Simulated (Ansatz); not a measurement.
Here is an unrelaxed guess for CaPd.

This is a two-dimensional sheet: the third axis spans vacuum and isn't periodic.

```
CELL_PARAMETERS angstrom
3.50569 0.00000 0.00000
0.00000 4.95779 0.00000
0.00000 0.00000 14.00000
ATOMIC_POSITIONS crystal
Ca 0.00000 0.00000 0.50000
Pd 0.50000 0.50000 0.50000
```

All numbers below come from Ansatz 0.2.0, DFT PBE, scalar-relativistic, plane waves, PAW. Settings: cutoff 420 eV, Γ-centred mesh 6×4×1 on the computed 2-atom cell, Gaussian smearing of 0.10 eV; no spin polarisation.

Formation energies are uncorrected and refer to the elements' standard structures at the same level.

Problem. How far from equilibrium is it?

Solution. The largest force is 0.00 eV/Å (symmetry fixes the atoms), and the energy is +0.23 eV/atom against the elements. The shortest distance is 3.04 Å.

Problem. How much does it gain on relaxing, and where does it end?

Solution. Relaxing gains about 0.14 eV/atom (the start's value is from the coarse mesh, so the gain is rough) in 15 ionic steps and ends at +0.09 eV/atom on the finer mesh. The symmetry goes from pmmm (No. 37) to p4/mmm (No. 61). The area per atom shrinks by 8.3 %, from 8.7 to 8.0 Å². The shortest distance goes from 3.04 Å (Ca–Pd) to 2.82 Å (Ca–Pd). In-plane cell: a = 3.973 Å, b = 4.013 Å, γ = 90.0°, thickness 0.00 Å between the outermost nuclei. Ca at height 0.00 Å has 4 Pd at 2.82 Å; Pd at height 0.00 Å has 4 Ca at 2.82 Å.

The last run used a 16×12×1 mesh for its 2-atom cell and Gaussian smearing of 0.10 eV. The relaxation can't lower the symmetry of the start. Symmetry constrained the relaxation, so the result can be a saddle point.
